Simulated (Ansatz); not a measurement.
Ta: sound and stiffness along [100], [110] and [111]

Method: DFT PBEsol, scalar-relativistic, plane waves, PAW in Ansatz 0.2.0. Settings: 420 eV plane-wave cutoff, Γ-centred 20×20×20 mesh, Fermi-Dirac smearing of 0.15 eV. No spin polarisation.

Equilibrium structure at this level:
```yaml
crystal:
  lattice:
    - [-1.64187, 1.64187, 1.64187]
    - [1.64187, -1.64187, 1.64187]
    - [1.64187, 1.64187, -1.64187]
  atoms:
    - { symbol: Ta, position: [0.00000, 0.00000, 0.00000] }
```

In a metal, frequencies and elastic constants depend on the k mesh and the smearing, soft modes and shear constants most. Spin–orbit coupling is left out, which can shift energies with elements as heavy as these.

With ions relaxed, on the cubic axes: C11 = 284.6, C12 = 167.3, C44 = 73.6 GPa. The density is 16.972 g/cm³. Zone-centre modes weren't checked beside this run.

Problem. Is the crystal stable against strain, and how anisotropic is it?

Solution. Born's conditions hold: C11 + 2C12 = 619.3, C11 − C12 = 117.3 and C44 = 73.6 GPa are all positive. B = (C11 + 2C12)/3 = 206.4 GPa. The two shear moduli are C44 and C′ = (C11 − C12)/2 = 58.7 GPa, so Zener's ratio is A = C44/C′ = 1.26: the tetragonal shear C′ is the soft one, as in many fcc and bcc metals and zincblende crystals. The Cauchy pressure C12 − C44 is 93.7 GPa; it would vanish for pair forces between atoms on inversion centres at zero pressure, and a positive value is usual with metallic or many-body binding.

Problem. Give the sound speeds along the three symmetry directions.

Solution. The Christoffel equation gives ρv² for each branch:
```csv
direction,branch,ρv²,GPa,v (m/s)
[100],L,C11,284.6,4095
[100],T (×2),C44,73.6,2083
[110],L,(C11 + C12 + 2C44)/2,299.6,4202
[110],"T, u ∥ [001]",C44,73.6,2083
[110],"T, u ∥ [1-10]",(C11 − C12)/2,58.7,1859
[111],L,(C11 + 2C12 + 4C44)/3,304.6,4237
[111],T (×2),(C11 − C12 + C44)/3,63.6,1937
```

Problem. How does Young's modulus depend on direction?

Solution. Inverting gives S11 = 6.221, S12 = -2.303, S44 = 13.580 TPa⁻¹. Along a unit vector (l, m, n), 1/E = S11 − 2(S11 − S12 − S44/2)(l²m² + m²n² + n²l²), where the last bracket is 0, 1/4 and 1/3 for [100], [110] and [111]: E = 161, 187 and 197 GPa. With A > 1 the body diagonal is stiffest. For a film on (001), the biaxial modulus is C11 + C12 − 2C12²/C11 = 255 GPa and the normal strain is −2C12/C11 = -1.18 times the in-plane one.

Cost: 1 run of about 1 core-minutes, on Arm Neoverse V2 (shared hosts).